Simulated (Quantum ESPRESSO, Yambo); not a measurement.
## Quasiparticle gap of CaS at -3 % isotropic strain

```
CaS
1.0
    0.00000     2.73119     2.73119
    2.73119     0.00000     2.73119
    2.73119     2.73119     0.00000
S Ca
1 1
Cartesian
  2.73119   2.73119   2.73119
  5.46239   5.46239   5.46239
```

The PBEsol cell relaxed from Materials Project entry mp-1672 was given an isotropic strain of -3 % on all lattice vectors, and the atoms were relaxed again.

Starting point: PBEsol (pw.x of Quantum ESPRESSO, ONCV potentials, no spin-orbit coupling). G0W0 in Yambo: 4×4×4 Γ-centred k mesh, 103 bands and a 10 Ry block in the screening, 103 bands in G with the Bruneval-Gonze terminator, plasmon pole fitted at 27.2 eV.

- PBEsol gap along the band path = 1.89 eV
- PBEsol gap between the mesh's edge points (Γ → X) = 1.89 eV
- G0W0 gap between the same points = 3.80 eV
- PBEsol smallest direct gap on the mesh (at X) = 2.80 eV
- G0W0 direct gap at that point = 4.77 eV

```tsv
k point	band	E PBEsol (eV)	E QP (eV)	shift (eV)	Z
Γ	VB	0.00	-1.19	-1.19	0.79
Γ	CB	4.01	5.11	1.10	0.82
L	VB	-1.46	-2.57	-1.12	0.79
L	CB	5.28	5.66	0.38	0.83
X	VB	-0.91	-2.16	-1.25	0.79
X	CB	1.89	2.61	0.72	0.82
```

Energies count from the PBEsol valence-band maximum.

Convergence of the G0W0 settings was not tested.
